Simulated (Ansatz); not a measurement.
Theory: DFT PBE, scalar-relativistic, plane waves, PAW (Ansatz 0.2.0). Settings: cutoff 420 eV, Γ-centred meshes spaced at most about 0.3 Å⁻¹ (2π included), Gaussian smearing. No spin polarisation in the final relaxations.

Temperature and zero-point effects are left out.

Two forms of SnPb2O3 were relaxed alike.

A.

```
Sn Pb O
1.0
     3.74634    0.00000    0.00000
     0.00000    3.74634    0.00000
     0.00000    0.00000    9.62309
Sn Pb O
1 2 3
Cartesian
  0.0000 0.0000 4.6564
  1.8732 1.8732 8.4522
  0.0000 0.0000 1.4327
  1.8732 0.0000 0.1526
  0.0000 1.8732 0.1526
  1.8732 1.8732 4.3997
```

B.

```
Sn Pb O
1.0
     3.68858    0.00000    0.00000
    -1.84429    3.19441    0.00000
     0.00000    0.00000    9.02334
Sn Pb O
1 2 3
Direct
  0.00000 0.00000 0.00000
  0.33333 0.66667 0.33065
  0.66667 0.33333 0.66935
  0.33333 0.66667 0.84230
  0.66667 0.33333 0.15770
  0.00000 0.00000 0.50000
```

**Question.** Which is lower in energy, and by how much?

**Answer.** B is lower, by 98 meV/atom. A has space group P4mm (No. 99), 22.5 Å³/atom and a gap of 0.77 eV on its mesh; B has Sn and Pb ordered on rock salt sites, space group P-3m1 (No. 164), 17.7 Å³/atom and a gap of 0.14 eV. Counting O atoms around Pb and Sn (those within 1.25 times the shortest such distance or 1.15 times the sum of covalent radii, 1.27 where that leaves under three; the shortest distance is added where it exceeds 1.18 times the sum of covalent radii), A has Sn 4 from 2.7 Å, Pb 4 and B has Sn 6 from 2.6 Å, Pb 6 from 2.6 Å. In A, Sn is surrounded by 4 O at 2.66 Å; Pb on its first site has 4 O at 2.29 Å; O on a site of symmetry 2mm is surrounded by 4 Pb at 2.27–2.29 Å and 4 O at 2.65 Å; 2 more sites not described. In B, around Sn lie 6 O at 2.56 Å; around Pb lie 6 O at 2.62–2.64 Å; around O on a site of symmetry 3m lie 3 Sn at 2.56 Å and 3 Pb at 2.64 Å; 1 more site not described. Both come from invented guesses. A third cell relaxed alike, in P-4m2, lies 11 meV/atom below the lower of the two.

No dispersion correction is applied, so the spacing and binding between layers, chains or molecules are poorly described (P4mm), and this can change margins and order among such cells. Spin–orbit coupling, which can matter for Pb, is left out. Kohn–Sham gaps at this level usually fall short of measured ones. The missing spin–orbit coupling can work the other way here. Cells relaxed within their symmetry can be saddle points.
